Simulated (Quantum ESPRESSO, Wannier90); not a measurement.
**Wannierisation of Rb$_{2}$Te (anti-fluorite)**

Cell from Materials Project (mp-441), symmetrised, no further relaxation. Not found in the COD (Crystallography Open Database) copy used; not checked further. Method: PBEsol plane waves in Quantum ESPRESSO 7.5 (PseudoDojo norm-conserving files, 66 Ry, no spin polarisation, no spin-orbit coupling), Bloch states on a 6×6×6 mesh through Γ, Wannier90 4.0.1. Density: 6×6×6 mesh, cold smearing 0.01 Ry. Spin-orbit coupling is left out although heavy elements are present.

```
begin unit_cell_cart
ang
    0.0000000000    4.2811050000    4.2811050000
    4.2811050000    0.0000000000    4.2811050000
    4.2811050000    4.2811050000    0.0000000000
end unit_cell_cart
mp_grid = 6 6 6
```

Neighbour vectors b of the finite-difference formula (Å⁻¹), by shell:

| shell | b_x | b_y | b_z |
|---|---|---|---|
| 1 | 0.12230 | 0.12230 | -0.12230 |
| 1 | 0.12230 | -0.12230 | 0.12230 |
| 1 | -0.12230 | 0.12230 | 0.12230 |
| 1 | 0.12230 | 0.12230 | 0.12230 |
| 1 | -0.12230 | -0.12230 | 0.12230 |
| 1 | -0.12230 | 0.12230 | -0.12230 |
| 1 | 0.12230 | -0.12230 | -0.12230 |
| 1 | -0.12230 | -0.12230 | -0.12230 |

**Question.** Find the weights w_b from the completeness condition Σ_b w_b b_α b_β = δ_αβ.

**Answer.** Shell 1: Σ b_x² = 0.120, Σ b_y² = 0.120, Σ b_z² = 0.120 Å⁻²
Each of the three diagonal sums, weighted, has to give 1 and the off-diagonal ones 0, which holds for w_1 = 8.36 Å². Check on xx: 8.36×0.120 = 1.00.

On this mesh the 4 functions of bands 14-17 (valence bands; start: sp3 on Te, conv_tol = 1.0e-6) end with spreads 2.7978, 2.7978, 2.7978, 2.7978 Å², Ω_I = 9.6128 Å² and Ω_D = 0.0002 Å².

Ω_total is the sum of the spreads, 11.191 Å². Ω_OD = Ω_total − Ω_I − Ω_D = 1.578 Å². Only (Ω_D + Ω_OD)/Ω_total = 14.1 % depends on the gauge, and another start could lower the total by that share at most. The rms radius is √(Ω_total/4) = 1.67 Å.
